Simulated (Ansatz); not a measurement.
In2O3 in space group C2/c (No. 15; In on 8f, O on 8f, O on 4e), plane-wave PAW r²SCAN (Ansatz code). The conduction-band minimum lies at Γ, with 1 equivalent valley. Second derivatives d²E/dk² of the lowest band at one valley (eV·Å²), along Cartesian directions:

```csv
direction,d²E/dk²
[100],26.10
[010],25.56
[001],26.72
[110],25.83
[101],24.55
[011],26.14
```

Problem. Find the principal effective masses, the density-of-states mass and the conductivity mass.

Solution. Off-diagonal terms follow from H_xy = H[110] − (H_xx + H_yy)/2, and m*/mₑ = 7.620 eV·Å² over each eigenvalue: 0.27, 0.30, 0.31. One valley's DOS mass (m₁m₂m₃)^(1/3) = 0.29, conductivity mass 3/(Σ 1/mᵢ) = 0.29 mₑ.

Problem. What effective density of states Nc follows at 300 K for parabolic valleys?

Solution. Nc = 2.509e19 × 1 × (0.29)^(3/2) ≈ 3.9e18 cm⁻³.

The start of the workflow was typed in or built on a structure type; neither database checked (COD, Materials Project) lists it. It is not the phase usual at ambient conditions (space group No. 206). The r²SCAN relaxation kept the symmetry of its start; whether a distortion lowers the energy is not shown. Scalar-relativistic: spin–orbit coupling is off unless named, which matters more the heavier the elements.

Potentials: the earlier of the program's two PAW sets. The files were generated under PBE; for other functionals the program regenerates the frozen cores, and for LDA and PBEsol the local potential too.

Edges and masses are those of Kohn–Sham bands, whose gap is no quasiparticle gap.
